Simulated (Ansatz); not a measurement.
## Ag3Au, first-principles data

Ag3Au:
```
CELL_PARAMETERS angstrom
      4.10719     0.00000     0.00000
      0.00000     4.10719     0.00000
      0.00000     0.00000     4.10719
ATOMIC_POSITIONS crystal
  Ag 0.50000 0.00000 0.50000
  Ag 0.00000 0.50000 0.50000
  Ag 0.50000 0.50000 0.00000
  Au 0.00000 0.00000 0.00000
```

Space group Pm-3m (No. 221), Cu3Au type; conventional cell a = b = c = 4.107 Å, α = β = γ = 90.00°.

Method: r²SCAN in the plane-wave PAW code Ansatz. Geometry: relaxed at this level of theory. Other levels are named where they apply.

Cell and energy:

| Property | Result |
|---|---|
| Volume per atom | 17.32 Å³ |
| Density | 12.48 g/cm³ |
| Formation energy from the elements (no fitted shifts) | -0.059 eV/atom |

Electronic structure:

| Quantity | Result |
|---|---|
| Electronic character | metallic (no gap) |
| Density of states at the Fermi level | 0.24 states/eV per atom (mean over ±0.08 eV) |
| Gap with spin–orbit coupling | none (metallic) |

Mechanics:

| Property | Result |
|---|---|
| Bulk modulus (Birch–Murnaghan fit) | 115 GPa |
| Pressure derivative B′ | 5.8 |
| Elastic constants (relaxed ions, GPa) | C11 = 136, C12 = 103, C44 = 42.7 |
| Mechanical stability | stable (all eigenvalues of C positive) |
| Hill bulk and shear moduli | 114 and 28.9 GPa |
| Young's modulus | 79.8 GPa |
| Poisson's ratio | 0.38 |
| Debye temperature from the elastic constants | 198 K |

Phonons:

| Property | Value |
|---|---|
| Highest zone-centre frequency | 160 cm^-1 |
| Zone-centre stability | no imaginary mode at Γ |

Charges:

| Quantity | Result |
|---|---|
| Bader charges | Ag +0.12, Au -0.36 e |

The first step of the workflow began from a Materials Project structure, measured or hypothetical; the Crystallography Open Database copy checked does not list it. Its standing as an ambient phase is unchecked. Symmetry was held in the r²SCAN relaxation. The run is not spin-polarised. As this level gives no gap, shear constants depend on the k-mesh and smearing (Fermi–Dirac, 0.1 eV here). As this level gives no gap, phonon frequencies hold no LO–TO term and depend on the k-mesh and smearing (Fermi–Dirac, 0.1 eV here). The references are the lowest solids computed at this level, not always the standard phases. Spin–orbit coupling is left out wherever it is not named.

Potentials: the later of the program's two PAW sets.
